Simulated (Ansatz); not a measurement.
## ZrMnF6: computed property card

ZrMnF6:
```
ZrMnF6
1.0
    0.00000     4.12703     4.12703
    4.12703     0.00000     4.12703
    4.12703     4.12703     0.00000
Zr Mn F
1 1 6
Direct
  0.50000   0.50000   0.50000
  0.00000   0.00000   0.00000
  0.74335   0.25665   0.25665
  0.25665   0.74335   0.74335
  0.25665   0.74335   0.25665
  0.74335   0.25665   0.74335
  0.25665   0.25665   0.74335
  0.74335   0.74335   0.25665
```
The run is spin-polarised; directions of the spins, atom by atom: 0 ↑ 0 0 0 0 0 0.

Space group Fm-3m (No. 225); conventional cell a = b = c = 8.2541 Å, α = β = γ = 90.00°.

Method: HSE06 in the plane-wave PAW code Ansatz. Structure relaxed to zero pressure with the same functional. Other levels are named where they apply.

### Cell and energy

- Volume per atom = 17.57 Å³
- Density = 3.07 g/cm³

### Electronic structure

- Band gap = 5.74 eV (indirect)
- Valence-band maximum = at L
- Conduction-band minimum = at Γ
- Smallest direct gap on the standard path = 5.89 eV

### Magnetism

- Magnetic order = ferromagnetic
- Net moment = 0.62 μB per atom

### Charges

- Bader charges: Zr +2.96, Mn +1.71, F -0.78 e

The workflow started from a Materials Project entry (that database holds measured and hypothetical structures alike); the Crystallography Open Database copy checked does not list it. Whether it is the stable phase at ambient conditions was not checked. The cell was relaxed with HSE06 under the symmetry of its start; whether a distortion lowers the energy is not shown. Spin order of the final state: ferromagnetic, chosen from 3 collinear starts compared on coarse meshes with r²SCAN (ties went to the first, and starts can fall back to one state), not a proven ground state. Other orbital occupations within this spin state were not tried. The hybrid was solved on a coarse mesh, the path and, where they were found, the r²SCAN edge points; its band edges are the extreme levels among these. Scalar-relativistic: spin–orbit coupling is off unless named, which matters more the heavier the elements.

Potentials: the later of the program's two PAW sets.
